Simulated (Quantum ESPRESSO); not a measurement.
# Zn4F6Cl2: finding a planted mistake in a log

A calculation, not a measurement. The program is pw.x of Quantum ESPRESSO 7.5 (plane-wave density functional theory). The cell is made up: 12 atoms on a rutile lattice, with randomly drawn elements, strain and displacements, not relaxed. PseudoDojo standard norm-conserving files (v0.5 for PBE, v0.4.1 for LDA and PBEsol) set the functional; there is no spin polarisation, spin-orbit coupling or dispersion term, and the masses in the input are unused placeholders.

Intended input:

```
&control calculation='scf', pseudo_dir='./dojo.nc.sr.pbe.v0_5.standard.upf', outdir='./o', disk_io='medium', tprnfor=.true., tstress=.true. /
&system ibrav=0, nat=12, ntyp=3, nbnd=74, ecutwfc=84.00895049, nosym=.true., tot_charge=0,
 occupations='smearing', smearing='fd', degauss=0.0018374661
/
&electrons conv_thr=7.350e-09, electron_maxstep=60, /
ATOMIC_SPECIES
Cl 1.0 Cl.upf
F 1.0 F.upf
Zn 1.0 Zn.upf
CELL_PARAMETERS angstrom
4.9484 0.0315 0.0493
0.0315 4.9812 0.0034
0.0658 0.0045 6.4314
ATOMIC_POSITIONS angstrom
Zn 0.0517 -0.029 0.0018
Zn 2.5278 2.4658 1.6346
Zn 0.0801 0.0093 3.2111
Zn 2.5725 2.5247 4.8503
F 1.4564 1.6073 -0.0563
Cl 3.4537 3.46 0.0251
F 3.9887 0.9912 1.6275
F 0.986 4.0061 1.6461
F 1.5473 1.5136 3.2348
F 3.5148 3.5591 3.3255
Cl 4.0356 0.9478 4.8635
F 1.0552 4.0 4.8621
K_POINTS automatic
5 5 4 1 1 1
```

The log is shortened where brackets say so; the opening notice, blank lines, dates and the lines on written files are dropped, and the path of the files is cut. It prints rydbergs, bohrs and kilobars, and counts compression as positive stress. Where no state is partly filled, the Fermi energy that it prints is only some level between the filled and the empty states on the mesh, and need not lie in the true gap.

Log of the intended run:

```
     Program PWSCF v.7.5
     Parallel version (MPI & OpenMP), running on       1 processor cores
     Number of MPI processes:                 1
     Threads/MPI process:                     1
     [start-up lines left out]
     bravais-lattice index     =            0
     lattice parameter (alat)  =       9.3518  a.u.
     unit-cell volume          =    1069.6433 (a.u.)^3
     number of atoms/cell      =           12
     number of atomic types    =            3
     number of electrons       =       136.00
     number of Kohn-Sham states=           74
     kinetic-energy cutoff     =      84.0090  Ry
     charge density cutoff     =     336.0358  Ry
     scf convergence threshold =      7.3E-09
     mixing beta               =       0.7000
     number of iterations used =            8  plain     mixing
     Exchange-correlation= PBE
                           (   1   4   3   4   0   0   0)
     [axes and pseudopotential details left out]
   Cartesian axes
     site n.     atom                  positions (alat units)
         1        Zn     tau(   1) = (   0.0104471  -0.0058601   0.0003637  )
         2        Zn     tau(   2) = (   0.5107961   0.4982677   0.3303059  )
         3        Zn     tau(   3) = (   0.0161859   0.0018793   0.6488715  )
         4        Zn     tau(   4) = (   0.5198287   0.5101697   0.9801069  )
         5        F      tau(   5) = (   0.2942968   0.3247894  -0.0113766  )
         6        Cl     tau(   6) = (   0.6978940   0.6991670   0.0050720  )
         7        F      tau(   7) = (   0.8060022   0.2002932   0.3288712  )
         8        F      tau(   8) = (   0.1992424   0.8095182   0.3326297  )
         9        F      tau(   9) = (   0.3126651   0.3058553   0.6536606  )
        10        F      tau(  10) = (   0.7102406   0.7191923   0.6719884  )
        11        Cl     tau(  11) = (   0.8154793   0.1915233   0.9827743  )
        12        F      tau(  12) = (   0.2132257   0.8082856   0.9824914  )
     number of k points=    50  Fermi-Dirac smearing, width (Ry)=  0.0018
                       cart. coord. in units 2pi/alat
        k(    1) = (   0.0984314   0.0986611   0.0951072), wk =   0.0400000
        k(    2) = (   0.0965155   0.0985419   0.2874935), wk =   0.0400000
     [further k points left out]
     Dense  grid:   111301 G-vectors     FFT dimensions: (  60,  60,  72)
     Estimated max dynamical RAM per process >     194.49 MB
     Initial potential from superposition of free atoms
     starting charge     135.9994, renormalised to     136.0000
     Starting wfcs are   72 randomized atomic wfcs +    2 random wfcs
     total cpu time spent up to now is       16.1 secs
     per-process dynamical memory:   113.3 Mb
     Self-consistent Calculation
     iteration #  1     ecut=    84.01 Ry     beta= 0.70
     Davidson diagonalization with overlap
     ethr =  1.00E-02,  avg # of iterations =  4.5
     Threshold (ethr) on eigenvalues was too large:
     Diagonalizing with lowered threshold
     Davidson diagonalization with overlap
     ethr =  9.20E-04,  avg # of iterations =  1.0
     total cpu time spent up to now is       97.7 secs
     total energy              =   -2033.78682783 Ry
     estimated scf accuracy    <       1.23485483 Ry
     iteration #  2     ecut=    84.01 Ry     beta= 0.70
     Davidson diagonalization with overlap
     ethr =  9.08E-04,  avg # of iterations =  2.1
     total cpu time spent up to now is      149.1 secs
     total energy              =   -2034.07934162 Ry
     estimated scf accuracy    <       1.21227571 Ry
     [iterations 3 to 8 left out]
     iteration #  9     ecut=    84.01 Ry     beta= 0.70
     Davidson diagonalization with overlap
     ethr =  2.52E-10,  avg # of iterations =  2.0
     total cpu time spent up to now is      517.7 secs
     total energy              =   -2034.33339201 Ry
     estimated scf accuracy    <       0.00000004 Ry
     iteration # 10     ecut=    84.01 Ry     beta= 0.70
     Davidson diagonalization with overlap
     ethr =  2.66E-11,  avg # of iterations =  2.0
     total cpu time spent up to now is      582.8 secs
     End of self-consistent calculation
     [lines on levels left out]
     the Fermi energy is     7.1246 ev
!    total energy              =   -2034.33339202 Ry
     estimated scf accuracy    <          5.1E-09 Ry
     smearing contrib. (-TS)   =       0.00000000 Ry
     internal energy E=F+TS    =   -2034.33339202 Ry
     The total energy is F=E-TS. E is the sum of the following terms:
     one-electron contribution =   -1503.59503299 Ry
     hartree contribution      =     801.33337113 Ry
     xc contribution           =    -264.93689139 Ry
     ewald contribution        =   -1067.13483877 Ry
     convergence has been achieved in  10 iterations
     Forces acting on atoms (cartesian axes, Ry/au):
     atom    1 type  3   force =     0.08659487    0.01946858    0.06895116
     atom    2 type  3   force =    -0.04109702   -0.03947663    0.07819261
     atom    3 type  3   force =     0.03820514   -0.04419658   -0.07601847
     atom    4 type  3   force =    -0.10312549    0.01463496   -0.08968301
     atom    5 type  2   force =    -0.01263799   -0.02320285    0.02280100
     atom    6 type  1   force =     0.03932952    0.05028105    0.04995392
     atom    7 type  2   force =     0.00786696   -0.00596830    0.01075089
     atom    8 type  2   force =    -0.00279401    0.01006646    0.00810757
     atom    9 type  2   force =     0.01699545    0.01793603   -0.01966853
     atom   10 type  2   force =    -0.01364205   -0.02070274   -0.02436223
     atom   11 type  1   force =    -0.03238304    0.03298163   -0.01540234
     atom   12 type  2   force =     0.01668766   -0.01182161   -0.01362259
     Total force =     0.251866     Total SCF correction =     0.000123
     Computing stress (Cartesian axis) and pressure
          total   stress  (Ry/bohr**3)                   (kbar)     P=      113.01
   0.00065764  -0.00004650  -0.00001975           96.74       -6.84       -2.91
  -0.00004650   0.00075566   0.00003575           -6.84      111.16        5.26
  -0.00001975   0.00003575   0.00089132           -2.91        5.26      131.12
     init_run     :     14.71s CPU     16.11s WALL (       1 calls)
     electrons    :    522.24s CPU    566.66s WALL (       1 calls)
     forces       :      8.68s CPU      8.79s WALL (       1 calls)
     stress       :     30.70s CPU     31.72s WALL (       1 calls)
     [timing details left out]
     PWSCF        :   9m36.52s CPU  10m24.05s WALL
     JOB DONE.
```

A second run was made from an input with one planted mistake. Its log:

```
     Program PWSCF v.7.5
     Parallel version (MPI & OpenMP), running on       4 processor cores
     Number of MPI processes:                 4
     Threads/MPI process:                     1
     [start-up lines left out]
     bravais-lattice index     =            0
     lattice parameter (alat)  =       9.3518  a.u.
     unit-cell volume          =    1069.6433 (a.u.)^3
     number of atoms/cell      =           12
     number of atomic types    =            3
     number of electrons       =       136.00
     number of Kohn-Sham states=           74
     kinetic-energy cutoff     =      84.0090  Ry
     charge density cutoff     =     336.0358  Ry
     scf convergence threshold =      7.3E-09
     mixing beta               =       0.7000
     number of iterations used =            8  plain     mixing
     Exchange-correlation= PBESOL
                           (   1   4  10   8   0   0   0)
     [axes and pseudopotential details left out]
   Cartesian axes
     site n.     atom                  positions (alat units)
         1        Zn     tau(   1) = (   0.0104471  -0.0058601   0.0003637  )
         2        Zn     tau(   2) = (   0.5107961   0.4982677   0.3303059  )
         3        Zn     tau(   3) = (   0.0161859   0.0018793   0.6488715  )
         4        Zn     tau(   4) = (   0.5198287   0.5101697   0.9801069  )
         5        F      tau(   5) = (   0.2942968   0.3247894  -0.0113766  )
         6        Cl     tau(   6) = (   0.6978940   0.6991670   0.0050720  )
         7        F      tau(   7) = (   0.8060022   0.2002932   0.3288712  )
         8        F      tau(   8) = (   0.1992424   0.8095182   0.3326297  )
         9        F      tau(   9) = (   0.3126651   0.3058553   0.6536606  )
        10        F      tau(  10) = (   0.7102406   0.7191923   0.6719884  )
        11        Cl     tau(  11) = (   0.8154793   0.1915233   0.9827743  )
        12        F      tau(  12) = (   0.2132257   0.8082856   0.9824914  )
     number of k points=    50  Fermi-Dirac smearing, width (Ry)=  0.0018
                       cart. coord. in units 2pi/alat
        k(    1) = (   0.0984314   0.0986611   0.0951072), wk =   0.0400000
        k(    2) = (   0.0965155   0.0985419   0.2874935), wk =   0.0400000
     [further k points left out]
     Dense  grid:   111301 G-vectors     FFT dimensions: (  60,  60,  72)
     Estimated max dynamical RAM per process >     398.65 MB
     Estimated total dynamical RAM >       1.48 GB
     Initial potential from superposition of free atoms
     starting charge     135.9995, renormalised to     136.0000
     Starting wfcs are   72 randomized atomic wfcs +    2 random wfcs
     total cpu time spent up to now is        9.3 secs
     per-process dynamical memory:   320.5 Mb
     Self-consistent Calculation
     iteration #  1     ecut=    84.01 Ry     beta= 0.70
     Davidson diagonalization with overlap
     ethr =  1.00E-02,  avg # of iterations =  4.2
     Threshold (ethr) on eigenvalues was too large:
     Diagonalizing with lowered threshold
     Davidson diagonalization with overlap
     ethr =  8.39E-04,  avg # of iterations =  1.0
     total cpu time spent up to now is       52.4 secs
     total energy              =   -2031.53396780 Ry
     estimated scf accuracy    <       1.12358468 Ry
     iteration #  2     ecut=    84.01 Ry     beta= 0.70
     Davidson diagonalization with overlap
     ethr =  8.26E-04,  avg # of iterations =  2.2
     total cpu time spent up to now is       77.6 secs
     total energy              =   -2031.79638036 Ry
     estimated scf accuracy    <       1.15504832 Ry
     [iterations 3 to 8 left out]
     iteration #  9     ecut=    84.01 Ry     beta= 0.70
     Davidson diagonalization with overlap
     ethr =  3.01E-10,  avg # of iterations =  2.0
     total cpu time spent up to now is      251.3 secs
     total energy              =   -2032.03590481 Ry
     estimated scf accuracy    <       0.00000004 Ry
     iteration # 10     ecut=    84.01 Ry     beta= 0.70
     Davidson diagonalization with overlap
     ethr =  3.09E-11,  avg # of iterations =  2.0
     total cpu time spent up to now is      276.5 secs
     End of self-consistent calculation
     [lines on levels left out]
     the Fermi energy is     6.8955 ev
!    total energy              =   -2032.03590482 Ry
     estimated scf accuracy    <          6.2E-09 Ry
     smearing contrib. (-TS)   =       0.00000000 Ry
     internal energy E=F+TS    =   -2032.03590482 Ry
     The total energy is F=E-TS. E is the sum of the following terms:
     one-electron contribution =   -1503.18039572 Ry
     hartree contribution      =     799.70107124 Ry
     xc contribution           =    -261.42174158 Ry
     ewald contribution        =   -1067.13483877 Ry
     convergence has been achieved in  10 iterations
     Forces acting on atoms (cartesian axes, Ry/au):
     atom    1 type  3   force =     0.08273069    0.01869324    0.06594400
     atom    2 type  3   force =    -0.03880648   -0.03853672    0.07472901
     atom    3 type  3   force =     0.03609689   -0.04277222   -0.07328376
     atom    4 type  3   force =    -0.09926888    0.01478803   -0.08583060
     atom    5 type  2   force =    -0.00973617   -0.02117185    0.02107234
     atom    6 type  1   force =     0.03589754    0.04625323    0.04829814
     atom    7 type  2   force =     0.00893173   -0.00692481    0.00984112
     atom    8 type  2   force =    -0.00528206    0.01259909    0.00801254
     atom    9 type  2   force =     0.01826801    0.01876956   -0.01952429
     atom   10 type  2   force =    -0.01444937   -0.02178386   -0.02192513
     atom   11 type  1   force =    -0.02893892    0.02984705   -0.01527688
     atom   12 type  2   force =     0.01455703   -0.00976073   -0.01205649
     Total force =     0.240685     Total SCF correction =     0.000138
     Computing stress (Cartesian axis) and pressure
          total   stress  (Ry/bohr**3)                   (kbar)     P=       61.46
   0.00032859  -0.00004421  -0.00001096           48.34       -6.50       -1.61
  -0.00004421   0.00042263   0.00003662           -6.50       62.17        5.39
  -0.00001096   0.00003662   0.00050223           -1.61        5.39       73.88
     init_run     :      8.82s CPU      9.21s WALL (       1 calls)
     electrons    :    261.67s CPU    267.22s WALL (       1 calls)
     forces       :      3.72s CPU      3.76s WALL (       1 calls)
     stress       :     12.74s CPU     13.01s WALL (       1 calls)
     [timing details left out]
     PWSCF        :   4m47.12s CPU   4m53.54s WALL
     JOB DONE.
```

Question: what was wrong in the second input?

Answer: the files are those of another functional. The input lines that differ, file-writing options aside:

```
- &control calculation='scf', pseudo_dir='./dojo.nc.sr.pbe.v0_5.standard.upf', outdir='./o', disk_io='medium', tprnfor=.true., tstress=.true. /
+ &control calculation='scf', pseudo_dir='./dojo.nc.sr.pbesol.v0_4_1.standard.upf', outdir='./o', disk_io='low', tprnfor=.true., tstress=.true. /
```

|  | intended run | run with the mistake |
| --- | --- | --- |
| free energy (eV) | -27678.516 | -27647.257 |
| smearing term -TS (eV) | 0.0000 | 0.0000 |
| pressure (GPa) | 11.30 | 6.15 |
| largest force component (eV/Å) | 2.651 | 2.552 |
| largest change of a force component (eV/Å) |  | 0.104 |
| iterations | 10 | 10 |

For scale, a rerun of the intended cell at 1437 eV and a 7 x 7 x 6 mesh moved values by no more than 0.003 eV in energy, 0.02 GPa in stress and 0.002 eV/Å in force. Files of another functional have another zero of energy, so the energy change says nothing on stability.